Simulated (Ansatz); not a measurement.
Level of theory: Ansatz, DFT PBE, scalar-relativistic, plane waves, PAW. Settings: cutoff 420 eV, Γ-centred meshes spaced at most about 0.3 Å⁻¹, and about 0.25 Å⁻¹ or finer for metals (2π included), Gaussian smearing. No spin polarisation in the final relaxations.

Temperature and zero-point effects are left out. All come from trial cells, and lower structures may exist.

Problem. Which of these relaxed structures of KSi₃ is the lowest in energy?
A.

```xyz
4
Lattice="0.0000 3.4322 3.4322 3.4322 0.0000 3.4322 3.4322 3.4322 0.0000" Properties=species:S:1:pos:R:3 pbc="T T T"
K     0.0000    0.0000    0.0000
Si    1.7161    1.7161    1.7161
Si    5.1483    5.1483    5.1483
Si    3.4322    3.4322    3.4322
```

B.

```xyz
4
Lattice="-2.1454 2.1454 4.3491 2.1454 -2.1454 4.3491 2.1454 2.1454 -4.3491" Properties=species:S:1:pos:R:3 pbc="T T T"
K     0.0000    0.0000    0.0000
Si    0.0000    2.1454    2.1745
Si    2.1454    0.0000    2.1745
Si    0.0000    0.0000    4.3491
```

Solution. B. It has the TiAl3 (D0_22) type, space group I4/mmm (No. 139); the next, A, with the BiF3 (D0_3) type, space group Fm-3m (No. 225), lies 33 meV/atom higher. Counting Si atoms around K (those within 1.25 times the shortest such distance or 1.15 times the sum of covalent radii, 1.27 where that leaves under three; a plus sign parts nearer from farther groups), the lowest has K 12 and the next has K 8+6. Even the lowest lies +0.79 eV/atom against the elements.

A magnetic state wasn't ruled out in cells without spin, among them I4/mmm, Fm-3m. Cells relaxed within their symmetry can be saddle points. Some types were kept out of the candidates beforehand, so the set may lack a known form.
